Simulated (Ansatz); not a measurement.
SiO₂ (rutile)

```yaml
crystal:
  lattice:
    - [8.37039, 0.00000, 0.00000]
    - [0.00000, 4.18520, 0.00000]
    - [0.00000, 0.00000, 2.66883]
  atoms:
    - { symbol: Si, position: [0.25000, 0.50000, 0.50000] }
    - { symbol: Si, position: [0.75000, 0.50000, 0.50000] }
    - { symbol: Si, position: [0.00000, 0.00000, 0.00000] }
    - { symbol: Si, position: [0.50000, 0.00000, 0.00000] }
    - { symbol: O, position: [0.40305, 0.80610, 0.50000] }
    - { symbol: O, position: [0.90305, 0.80610, 0.50000] }
    - { symbol: O, position: [0.15305, 0.69390, 0.00000] }
    - { symbol: O, position: [0.65305, 0.69390, 0.00000] }
    - { symbol: O, position: [0.34695, 0.30610, 0.00000] }
    - { symbol: O, position: [0.84695, 0.30610, 0.00000] }
    - { symbol: O, position: [0.09695, 0.19390, 0.50000] }
    - { symbol: O, position: [0.59695, 0.19390, 0.50000] }
```

The atoms are displaced by Q × the pattern below (from a DFPT mode at X = (0.5, 0.0, 0.0), largest move 1; Q in Å), at fixed cell. It is one choice among 2 degenerate patterns. (q is in reciprocal vectors of the primitive cell; the cell shown is doubled to hold the pattern.)

| atom | x | y | z |
|---|---|---|---|
| Si1 | 0.000 | 0.000 | -0.435 |
| Si2 | 0.000 | 0.000 | 0.435 |
| Si3 | 0.000 | 0.000 | 0.047 |
| Si4 | 0.000 | 0.000 | -0.047 |
| O5 | 0.000 | 0.000 | 1.000 |
| O6 | 0.000 | 0.000 | -1.000 |
| O7 | 0.000 | 0.000 | -0.010 |
| O8 | 0.000 | 0.000 | 0.010 |
| O9 | 0.000 | 0.000 | 0.206 |
| O10 | 0.000 | 0.000 | -0.206 |
| O11 | 0.000 | 0.000 | 0.979 |
| O12 | 0.000 | 0.000 | -0.979 |

The numbers are results of r2SCAN (plane waves to 500 eV, PAW, scalar-relativistic; Ansatz, a program for electronic structure), not measurements. k mesh 4×8×12 (Γ-centred), Fermi-Dirac smearing 0.05 eV. E stands for the smeared free energy. SiO2 was relaxed with its symmetry unable to fall. ΔE is measured from the undisplaced structure.

Problem. Predict the ΔE (meV/cell) and −dE/dQ from forces (eV/Å) at Q (Å) = -0.180, -0.150, -0.120, 0.060, 0.150, 0.180.

Solution. 
```csv
Q (Å),ΔE (meV/cell),−dE/dQ from forces (eV/Å)
-0.180,1576,17.536
-0.150,1094,14.602
-0.120,700,11.672
0.060,175,-5.829
0.150,1094,-14.602
0.180,1576,-17.536
```

(A displaced cell: forces are minus the slopes of the energy, force constants its curvatures, and phonons follow from these.)
